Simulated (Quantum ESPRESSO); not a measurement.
## Band energies of InSe

```xyz
4
Lattice="5.8264 -2.0547 0.0000 5.8264 2.0547 0.0000 -1.7232 0.0000 4.7714" Properties=species:S:1:pos:R:3 pbc="T T T"
Se     3.3807     0.0000     1.5795
Se     6.5489     0.0000     3.1918
In    -0.3397     0.0000     4.5479
In    10.2693     0.0000     0.2235
```

PBEsol (Quantum ESPRESSO, PseudoDojo norm-conserving, 86 Ry, no spin-orbit coupling); path XΓY,LΓZ,NΓM,RΓ; energies in eV from the valence-band maximum.

| k (1/Å) | point | band 25 | band 26 | band 27 | band 28 | band 29 | band 30 | band 31 | band 32 |
|---|---|---|---|---|---|---|---|---|---|
| 0.00 | X | -2.45 | -2.15 | -1.77 | -1.53 | -1.17 | 1.61 | 2.40 | 3.64 |
| 0.47 |  | -3.22 | -2.38 | -2.04 | -1.24 | -1.14 | 2.32 | 2.81 | 3.21 |
| 0.82 | Γ | -3.70 | -2.23 | -1.95 | -1.33 | -1.11 | 2.67 | 2.97 | 3.59 |
| 0.93 |  | -3.60 | -2.14 | -1.94 | -1.21 | -1.11 | 2.54 | 2.71 | 3.78 |
| 1.37 |  | -2.39 | -1.77 | -1.29 | -1.04 | -0.44 | 1.21 | 1.91 | 3.73 |
| 1.47 | Y | -2.16 | -1.75 | -1.43 | -1.04 | -0.36 | 1.07 | 2.06 | 3.52 |
| 1.47 | L | -3.31 | -2.94 | -2.13 | -2.09 | -1.28 | 2.45 | 3.39 | 3.65 |
| 1.69 |  | -3.39 | -2.79 | -2.36 | -1.96 | -1.05 | 2.71 | 3.58 | 3.78 |
| 2.13 |  | -3.53 | -2.71 | -1.77 | -1.27 | -0.88 | 2.41 | 3.01 | 3.63 |
| 2.46 | Γ | -3.70 | -2.23 | -1.95 | -1.33 | -1.11 | 2.67 | 2.97 | 3.59 |
| 2.58 |  | -3.57 | -2.03 | -1.95 | -1.17 | -1.10 | 2.46 | 3.00 | 3.52 |
| 3.17 | Z | -2.32 | -1.65 | -1.27 | -0.71 | -0.47 | 2.14 | 2.97 | 3.41 |
| 3.17 | N | -3.31 | -2.94 | -2.13 | -2.09 | -1.28 | 2.45 | 3.39 | 3.65 |
| 3.50 |  | -3.39 | -2.90 | -2.20 | -1.90 | -0.87 | 2.89 | 3.58 | 3.81 |
| 3.94 |  | -3.68 | -2.42 | -1.70 | -1.42 | -0.97 | 2.51 | 2.97 | 3.91 |
| 4.16 | Γ | -3.70 | -2.23 | -1.95 | -1.33 | -1.11 | 2.67 | 2.97 | 3.59 |
| 4.35 |  | -2.95 | -2.08 | -1.86 | -1.14 | -0.97 | 2.08 | 2.71 | 3.81 |
| 4.73 | M | -2.35 | -2.34 | -1.17 | -0.67 | -0.04 | 1.47 | 2.60 | 3.35 |
| 4.73 | R | -2.45 | -2.15 | -1.77 | -1.53 | -1.17 | 1.61 | 2.40 | 3.64 |
| 5.04 |  | -2.92 | -2.37 | -1.97 | -1.25 | -1.03 | 2.01 | 2.18 | 3.27 |
| 5.55 | Γ | -3.70 | -2.23 | -1.95 | -1.33 | -1.11 | 2.67 | 2.97 | 3.59 |

The PBEsol gap is indirect, 1.07 eV, from 67 % of the way from Γ to Z to Y; the smallest direct gap is 1.27 eV.

Spin-orbit splittings are left out.

Geometry of the Materials Project entry, not relaxed at this level.

This is not the ordinary phase of the substance; no match was found in the copy of COD used, and its stability was not checked.

The distance between layers or molecules is the database entry's, not relaxed here. Functionals without dispersion can leave it too large, which widens gaps and weakens the response across layers: the numbers belong to this cell.
